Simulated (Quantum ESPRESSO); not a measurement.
Al6GeZnN8, convergence and cost over cutoff and k mesh

Simulated, not a measurement. The program is pw.x of Quantum ESPRESSO 7.5 (plane-wave density functional theory). The cell is made up: 16 atoms on a doubled zincblende/diamond lattice, with randomly drawn elements, strain and displacements, not relaxed. PseudoDojo standard norm-conserving files (v0.5 for PBE, v0.4.1 for LDA and PBEsol) set the functional; there is no spin polarisation, spin-orbit coupling or dispersion term, and the masses in the input are unused placeholders.

Input of the run in row 2:

```
&control calculation='scf', pseudo_dir='./dojo.nc.sr.pbe.v0_5.standard.upf', outdir='./o', disk_io='medium', tprnfor=.true., tstress=.true. /
&system ibrav=0, nat=16, ntyp=4, nbnd=52, ecutwfc=84.00895049, nosym=.true., tot_charge=0,
 occupations='smearing', smearing='fd', degauss=0.0018374661
/
&electrons conv_thr=7.350e-09, electron_maxstep=60, /
ATOMIC_SPECIES
Al 1.0 Al.upf
Ge 1.0 Ge.upf
N 1.0 N.upf
Zn 1.0 Zn.upf
CELL_PARAMETERS angstrom
4.3998 -0.022 -0.0119
-0.022 4.3864 -0.0383
-0.0238 -0.0766 8.6335
ATOMIC_POSITIONS angstrom
Al -0.0107 -0.0921 0.021
Al -0.1766 2.1894 1.9983
Al 2.1618 0.0187 2.2275
Al 2.1478 2.1408 -0.2592
Al -0.0055 -0.0716 4.1882
Ge 0.1214 2.1884 6.3835
Al 2.1145 -0.0476 6.425
Zn 2.1715 2.2964 4.374
N 1.1173 1.1265 1.1702
N 0.8905 3.3697 3.1287
N 3.2647 0.9896 3.3162
N 3.2154 3.3621 1.0785
N 1.1142 1.0605 5.4182
N 1.231 3.2657 7.4962
N 3.2781 1.0522 7.5773
N 3.3222 3.2298 5.2989
K_POINTS automatic
5 5 3 1 1 1
```

The same cell was run at these settings. Meshes are shifted by half a step, and differences are from the last row, which is itself not exact.

```
cutoff (eV)     k mesh  k points solved  threshold (eV)  free energy less the last row's (eV)  pressure (GPa)  largest stress difference (GPa)  largest force difference (eV/Å)  iterations  wall time (s)  k-point pools              processor
        800  2 x 2 x 2                4           1e-04                                 2.662           -7.31                            22.96                            0.058          11             73              1  AMD EPYC, Zen 5 class
       1143  5 x 5 x 3               38           1e-07                                 0.005           14.86                             0.02                            0.001          14            970              1  AMD EPYC, Zen 5 class
       1437  7 x 7 x 5              123           1e-07                                 0.000           14.84                             0.00                            0.000          14            867              4        AMD EPYC, older
```

Each pool is one process. Wall times include start-up and a band step at six k points, which weighs most on the coarsest meshes. The runs were on shared virtual cores whose load varied, so times are rough.